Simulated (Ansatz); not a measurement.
Input:

SiW:
```cif
data_SiW
_chemical_formula_sum 'W1 Si1'
_space_group_name_H-M_alt 'Pm-3m'
_space_group_IT_number 221
_space_group_name_Hall '-P 4 2 3'
_cell_length_a 3.03697
_cell_length_b 3.03697
_cell_length_c 3.03697
_cell_angle_alpha 90.000
_cell_angle_beta 90.000
_cell_angle_gamma 90.000
loop_
_atom_site_label
_atom_site_type_symbol
_atom_site_symmetry_multiplicity
_atom_site_Wyckoff_symbol
_atom_site_fract_x
_atom_site_fract_y
_atom_site_fract_z
_atom_site_occupancy
W1 W 1 a 0.00000 0.00000 0.00000 1
Si1 Si 1 b 0.50000 0.50000 0.50000 1
```

This is the r²SCAN-relaxed structure.

**Question.** All from plane-wave PAW r²SCAN (Ansatz code), unless another level is named. Predict the electronic character.

**Answer.** metallic (no gap).

**Question.** What about the density of states at the Fermi level?

**Answer.** 1.3 states/eV per atom (mean over ±0.08 eV).

**Question.** Predict the formation energy from the elements (no fitted shifts).

**Answer.** 211 meV/atom.

**Question.** Next, the gap with spin–orbit coupling?

**Answer.** none (metallic).

The cell is a constructed one: a structure type filled with these elements; neither database checked (COD, Materials Project) lists it. Whether it is the stable phase at ambient conditions was not checked. The r²SCAN relaxation kept the symmetry of its start; whether a distortion lowers the energy is not shown. No spin polarisation was allowed. The references are the lowest solids computed at this level, not always the standard phases. Scalar-relativistic: spin–orbit coupling is off unless named, which matters more the heavier the elements.

Potentials: the earlier of the program's two PAW sets.
